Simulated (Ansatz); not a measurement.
PbS:
```yaml
crystal:
  lattice:
    - [0.00000, 2.98717, 2.98717]
    - [2.98717, 0.00000, 2.98717]
    - [2.98717, 2.98717, 0.00000]
  atoms:
    - { symbol: S, position: [0.00000, 0.00000, 0.00000] }
    - { symbol: Pb, position: [0.50000, 0.50000, 0.50000] }
```

Relaxed with r²SCAN. Special points in fractions of this cell's reciprocal vectors: Γ (0.000, 0.000, 0.000); X (0.500, 0.000, 0.500); U (0.625, 0.250, 0.625); K (0.375, 0.375, 0.750); L (0.500, 0.500, 0.500); W (0.500, 0.250, 0.750).

Problem. List the band energies nearest the valence-band maximum at these points for r²SCAN (plane waves, PAW; program Ansatz).

Solution. In eV from the valence-band maximum; about four levels below and three above (degenerate sets whole), none deeper than 8.9 eV; points with the same levels are listed once.

```tsv
k	below	above
Γ	-6.12 -2.21 -2.21 -2.21	5.51 5.51 5.51
X	-7.30 -5.19 -3.46 -3.46	4.24 5.94 6.02 6.02
U	-8.08 -4.77 -2.96 -2.47	3.63 4.41 5.40
L	-1.83 -1.83 0.00	0.69 2.24 2.24
W	-8.05 -4.42 -4.42 -1.05	2.49 5.01 5.01
```

Space group Fm-3m (rock salt). The r²SCAN relaxation kept the symmetry of its start; of distortions, only those at the zone centre were tested. Spin–orbit coupling is left out wherever it is not named.

Potentials: the later of the program's two PAW sets.
